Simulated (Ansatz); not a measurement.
# Structure search: one SrAlO₄ candidate

Theory: Ansatz 0.2.0, DFT PBE, scalar-relativistic, plane waves, PAW. Cutoff 420 eV, Gaussian smearing, Γ-centred meshes. Cell and atoms relax first on a coarse mesh and then on a finer one. In between, the cell is made exact in the group found at 0.06 Å. In metals the finer mesh still leaves noise of several meV/atom or more. The steps can't lower the symmetry of their start. Collinear spin is switched on along the way, since trial moments persisted in a coarse test.

Recipe of this trial structure of SrAlO₄: perovskite family, Dion-Jacobson layers, n = 1 (P4/mmm, No. 123) (A site Sr; B site Al; X site O). Lengths were set from tabulated atomic sizes, so they are only a guess.

```yaml
crystal:
  lattice:
    - [3.76200, 0.00000, 0.00000]
    - [0.00000, 3.76200, 0.00000]
    - [0.00000, 0.00000, 6.24949]
  atoms:
    - { symbol: Sr, position: [0.50000, 0.50000, 0.50000] }
    - { symbol: Al, position: [0.00000, 0.00000, 0.00000] }
    - { symbol: O, position: [0.00000, 0.00000, 0.69598] }
    - { symbol: O, position: [0.50000, 0.00000, 0.00000] }
    - { symbol: O, position: [0.00000, 0.50000, 0.00000] }
    - { symbol: O, position: [0.00000, 0.00000, 0.30402] }
```

The zero of energy is the elements' standard structures at the same level (O₂ as a molecule); no fitted shifts are applied.

Q: Where does the relaxation end?

A: The symmetry stays P4/mmm (No. 123). The volume per atom shrinks by 11.2 %, from 14.7 to 13.1 Å³. The shortest distance goes from 1.88 Å (Al–O) to 1.82 Å (Al–O). Conventional cell: a = 3.643 Å, c = 5.917 Å. Sr is surrounded by 8 O at 2.77 Å; Al has 6 O at 1.82–1.93 Å; around O on a site of symmetry 4mm lie 1 Al at 1.93 Å, 1 O at 2.06 Å, 4 O at 2.65 Å and 4 Sr at 2.77 Å; O on a site of symmetry mmm has 2 Al at 1.82 Å.

```cif
data_structure
_symmetry_space_group_name_H-M 'P4/mmm'
_symmetry_Int_Tables_number 123
_cell_length_a 3.6428
_cell_length_b 3.6428
_cell_length_c 5.9168
_cell_angle_alpha 90.000
_cell_angle_beta 90.000
_cell_angle_gamma 90.000
_cell_volume 78.51
loop_
_atom_site_label
_atom_site_type_symbol
_atom_site_symmetry_multiplicity
_atom_site_Wyckoff_symbol
_atom_site_fract_x
_atom_site_fract_y
_atom_site_fract_z
_atom_site_occupancy
Sr1 Sr 1 d 0.50000 0.50000 0.50000 1
Al1 Al 1 a 0.00000 0.00000 0.00000 1
O1 O 2 g 0.00000 0.00000 0.67403 1
O2 O 2 f 0.50000 0.00000 0.00000 1
```

Q: How does it come out in energy, and is it a metal?

A: The energy over the elements is −1.64 eV/atom. The gap on the 10×10×6 mesh of the 6-atom cell is 0 eV (a metal). The net moment per atom is 0.50 μB. The moment by site is O 0.7 (×4) μB.

A negative formation energy is needed for stability but isn't enough: competing phases decide.

The last run used collinear spin and Gaussian smearing of 0.10 eV. Another magnetic order may lie lower. Symmetry constrained the relaxation, so the result can be a saddle point. Site moments count only spheres around the atoms; the net moment includes the space between them.
